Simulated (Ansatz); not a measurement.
LaF$_{3}$ (space group P6_3/mmc)

```cif
data_F6La2
_chemical_formula_sum 'La2 F6'
_space_group_name_H-M_alt 'P 1'
_space_group_IT_number 1
_cell_length_a 4.15905
_cell_length_b 4.15905
_cell_length_c 7.34099
_cell_angle_alpha 90.000
_cell_angle_beta 90.000
_cell_angle_gamma 120.000
loop_
_space_group_symop_operation_xyz
  'x, y, z'
loop_
_atom_site_label
_atom_site_type_symbol
_atom_site_fract_x
_atom_site_fract_y
_atom_site_fract_z
_atom_site_occupancy
La1 La 0.66667 0.33333 0.75000 1
La2 La 0.33333 0.66667 0.25000 1
F1 F 0.33333 0.66667 0.91996 1
F2 F 0.66667 0.33333 0.08004 1
F3 F 0.66667 0.33333 0.41996 1
F4 F 0.33333 0.66667 0.58004 1
F5 F 0.00000 0.00000 0.25000 1
F6 F 0.00000 0.00000 0.75000 1
```

This relaxed cell (volume V₀) is scaled evenly in all directions, its shape held. The atoms relax within the cell's symmetry.

The numbers are results of r2SCAN (plane waves to 500 eV, PAW, scalar-relativistic; Ansatz, an electronic-structure program), not measurements. k mesh 9×9×5 (Γ-centred), Fermi-Dirac smearing 0.05 eV. The energy includes the smearing's −TS. Compression counts positive. LaF3 is run without spin polarisation. LaF3 was relaxed with its symmetry unable to fall. This is one of several known forms of LaF3; the measured ambient cells at hand have space group No. 165. The zero of ΔE is the relaxed starting cell.

Estimate the ΔE (kJ/mol of atoms) and P (GPa) for V/V₀ = 0.840, 0.872, 0.936, 0.968, 1.064, 1.096, 1.128, 1.160.


| V/V₀ | ΔE (kJ/mol of atoms) | P (GPa) |
|---|---|---|
| 0.840 | 17.86 | 31.7 |
| 0.872 | 10.67 | 22.9 |
| 0.936 | 2.34 | 9.4 |
| 0.968 | 0.55 | 4.3 |
| 1.064 | 1.83 | -6.5 |
| 1.096 | 3.90 | -9.0 |
| 1.128 | 6.56 | -11.0 |
| 1.160 | 9.71 | -12.7 |

(A scan under strain: stresses follow from slopes of the energy per volume, elastic moduli from its curvatures.)
